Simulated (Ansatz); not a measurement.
Steps from a short run of molecular dynamics on a 2×2×2 supercell (32 atoms) of C (lonsdaleite), relaxed with r2SCAN; forces from PBEsol in Ansatz 0.2.0, 6×6×2 mesh, Fermi-Dirac smearing of 0.112 eV, a Langevin thermostat at fixed volume, set at 1300 K. Spin polarisation is off, nuclei are classical, and the run is far too short for thermal averages.

Cell vectors in Å:
```
 5.0064  0.0000  0.0000
-2.5032  4.3357  0.0000
 0.0000  0.0000  8.3377
```

**Question.** At 6 fs the positions in Å are
```
C   -0.026   1.410   0.011
C    1.329   0.774   2.201
C    0.007   1.496   1.550
C    1.298   0.741   3.738
C   -0.043   1.434   4.128
C    1.268   0.760   6.204
C    0.040   1.428   5.710
C    1.255   0.678   7.773
C   -1.218   3.610  -0.043
C   -0.013   2.887   2.124
C   -1.213   3.619   1.554
C   -0.016   2.849   3.657
C   -1.249   3.623   4.260
C   -0.059   2.955   6.259
C   -1.241   3.675   5.785
C    0.003   2.870   7.796
C    2.437   1.401  -0.135
C    3.680   0.698   2.137
C    2.549   1.483   1.572
C    3.741   0.696   3.613
C    2.506   1.448   4.197
C    3.792   0.772   6.121
C    2.493   1.494   5.780
C    3.721   0.716   7.715
C    1.292   3.504  -0.036
C    2.459   2.927   2.095
C    1.257   3.477   1.453
C    2.505   2.945   3.653
C    1.261   3.627   4.216
C    2.467   2.934   6.306
C    1.227   3.580   5.718
C    2.525   2.896   7.820
```
What are the forces, and how far does the free energy (smearing included) lie above that of step 0, with the atoms on their sites?

**Answer.** 123.5 meV an atom; forces in eV/Å:
```
C   -0.023   0.477  -1.422
C   -1.982  -1.166  -4.159
C   -0.678  -3.245   2.322
C   -1.773  -0.534  -2.244
C    2.341  -0.077   1.550
C   -0.378  -0.465   2.442
C   -2.259   2.495  -1.446
C   -2.025   1.423   0.154
C   -0.241  -0.538   2.293
C    0.000  -0.565  -2.473
C   -1.251   1.569   1.197
C    0.490   1.873   0.533
C    0.279  -0.043  -2.635
C    2.720  -2.704   0.178
C   -1.827  -1.609  -1.790
C    0.351  -0.832  -0.177
C    3.691   1.140   4.138
C    3.411   0.188  -4.196
C   -1.923  -1.514   0.199
C   -0.566   0.407   2.332
C    0.293   1.888   0.254
C   -1.449  -2.138   4.582
C    1.807   0.099  -3.041
C    1.237  -0.922   1.940
C   -2.176   3.363  -0.147
C    3.389  -0.872  -0.970
C   -1.337   4.577   4.233
C   -0.321  -1.328   0.887
C   -0.819  -1.812  -2.224
C    1.198  -0.290  -1.430
C    0.162   2.779   0.438
C   -0.343  -1.625  -1.320
```

**Question.** At 18 fs the positions in Å are
```
C   -0.038   1.392  -0.047
C    1.313   0.767   2.113
C   -0.029   1.355   1.614
C    1.267   0.747   3.704
C    0.006   1.433   4.155
C    1.264   0.782   6.215
C   -0.034   1.505   5.611
C    1.248   0.678   7.754
C   -1.188   3.560   0.019
C   -0.033   2.834   2.078
C   -1.205   3.707   1.596
C   -0.022   2.879   3.680
C   -1.224   3.627   4.216
C   -0.033   2.894   6.267
C   -1.317   3.688   5.740
C    0.060   2.781   7.767
C    2.580   1.377  -0.097
C    3.790   0.671   2.005
C    2.522   1.443   1.589
C    3.674   0.713   3.687
C    2.526   1.559   4.242
C    3.780   0.702   6.216
C    2.582   1.547   5.733
C    3.787   0.649   7.707
C    1.263   3.567  -0.064
C    2.607   2.938   2.074
C    1.221   3.577   1.524
C    2.496   2.998   3.712
C    1.220   3.589   4.190
C    2.506   3.000   6.290
C    1.242   3.676   5.735
C    2.534   2.848   7.771
```
What are the forces, and how far does the free energy (smearing included) lie above that of step 0, with the atoms on their sites?

**Answer.** 108.6 meV an atom; forces in eV/Å:
```
C    2.814  -1.260   0.964
C   -1.355  -0.526   0.612
C    2.105   3.126  -3.013
C    0.865   0.604  -1.051
C   -1.599   0.125  -0.934
C   -0.195   0.377  -0.024
C    1.765  -1.381   4.698
C    1.151   0.317   1.327
C   -1.116   1.193  -1.600
C    1.264   1.559   0.883
C    0.131  -3.631  -1.505
C    0.586  -0.562  -1.542
C   -1.310   1.328  -0.460
C    0.206   0.845  -1.896
C    3.397  -0.184   0.332
C   -2.123   2.482   1.508
C   -3.146   1.209   1.702
C   -3.693  -0.558   3.795
C    2.271   1.247  -2.308
C    2.630   0.572  -1.766
C   -0.776  -2.053  -2.248
C   -0.370   3.226  -0.762
C   -2.554  -1.527   0.832
C   -0.478   0.816   2.482
C    0.799  -1.364   1.137
C   -3.660  -0.683   0.781
C    1.906  -0.570   0.047
C    1.209  -2.379  -2.484
C   -0.251   2.377   0.105
C   -0.164  -2.336  -1.584
C   -1.002  -2.968  -0.412
C    0.693   0.580   2.382
```

**Question.** At 24 fs the positions in Å are
```
C    0.053   1.374  -0.046
C    1.253   0.737   2.012
C   -0.005   1.395   1.580
C    1.242   0.754   3.622
C    0.015   1.463   4.162
C    1.214   0.769   6.214
C   -0.030   1.503   5.677
C    1.285   0.706   7.800
C   -1.228   3.589   0.041
C    0.014   2.835   2.030
C   -1.241   3.643   1.571
C   -0.020   2.893   3.631
C   -1.224   3.657   4.150
C   -0.033   2.863   6.201
C   -1.258   3.679   5.666
C    0.058   2.792   7.796
C    2.592   1.393  -0.001
C    3.820   0.647   2.021
C    2.512   1.450   1.507
C    3.719   0.753   3.669
C    2.541   1.574   4.192
C    3.759   0.711   6.299
C    2.534   1.504   5.746
C    3.813   0.641   7.810
C    1.248   3.571   0.005
C    2.602   2.916   2.084
C    1.265   3.628   1.630
C    2.511   2.955   3.682
C    1.212   3.631   4.185
C    2.543   2.975   6.222
C    1.262   3.684   5.717
C    2.554   2.865   7.838
```
What are the forces, and how far does the free energy (smearing included) lie above that of step 0, with the atoms on their sites?

**Answer.** 79.1 meV an atom; forces in eV/Å:
```
C   -0.570   0.542   1.635
C    1.298   0.199   2.882
C    1.218   0.936  -2.958
C    1.511   0.885   0.061
C   -1.494  -0.386  -0.858
C    2.162   0.223   0.577
C    0.840  -2.292   1.445
C    0.879  -1.035  -0.370
C    0.472  -0.299  -2.197
C   -0.219   2.200   2.864
C    1.683  -1.249  -1.162
C    0.771  -0.017  -0.315
C   -0.958   0.329  -0.356
C    1.384   3.066   1.527
C    0.897  -0.497   1.813
C   -2.048   2.276   0.085
C   -1.869   1.318  -1.273
C   -3.588   3.819   3.699
C    1.606  -0.364   1.425
C    1.433  -0.078  -1.274
C   -1.161  -3.643  -0.718
C   -0.437   1.698  -2.320
C   -1.200  -0.087  -0.005
C   -0.752   1.234   0.139
C    1.836  -1.121   0.096
C   -3.647  -1.177   0.786
C    0.875  -3.920  -3.578
C    0.337   0.148  -1.705
C    0.954   1.274  -0.838
C   -1.107  -1.754   1.262
C   -0.852  -2.763   0.445
C   -0.252   0.536  -0.817
```
